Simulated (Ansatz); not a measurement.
This cell of BaTiO3 (cubic perovskite) is off equilibrium:

```yaml
crystal:
  lattice:
    - [3.99403, 0.00000, 0.00000]
    - [0.00000, 3.99403, 0.00000]
    - [0.00000, 0.00000, 3.99403]
  atoms:
    - { symbol: Ba, position: [0.00000, 0.00000, 0.00000] }
    - { symbol: Ti, position: [0.50000, 0.50000, 0.50000] }
    - { symbol: O, position: [0.00000, 0.50000, 0.50000] }
    - { symbol: O, position: [0.50000, 0.50000, 0.00000] }
    - { symbol: O, position: [0.50000, 0.03004, 0.50000] }
```

These are r2SCAN (plane waves to 500 eV, PAW, scalar-relativistic; Ansatz, an electronic-structure program) values and carry that method's errors. k mesh 7×7×7 (Γ-centred), Fermi-Dirac smearing 0.05 eV. Energies are smeared free energies. Compression counts positive. BaTiO3 is run without spin polarisation. BaTiO3 was relaxed with its symmetry unable to fall. This is a high-temperature form of BaTiO3.

### Question
Predict the force on every atom, in eV/Å.

### Answer
```tsv
atom	Fx	Fy	Fz
Ba1	0.000	0.163	0.000
Ti2	0.000	-0.537	0.000
O3	0.000	0.563	0.000
O4	0.000	0.563	0.000
O5	0.000	-0.751	0.000
```

### Question
What is the stress tensor (GPa)?

### Answer
```
   0.58     0.00     0.00
   0.00     2.20     0.00
   0.00     0.00     0.58
```
The pressure, a third of the trace, is 1.12 GPa.

### Question
In it atom 5 sits (0.000, 0.120, 0.000) Å away from its relaxed site. What is its energy relative to the relaxed cell?

### Answer
40.4 meV/cell.

(For displaced atoms, the force is minus the slope of the energy, and its curvature is a force constant, which sets phonon frequencies.)
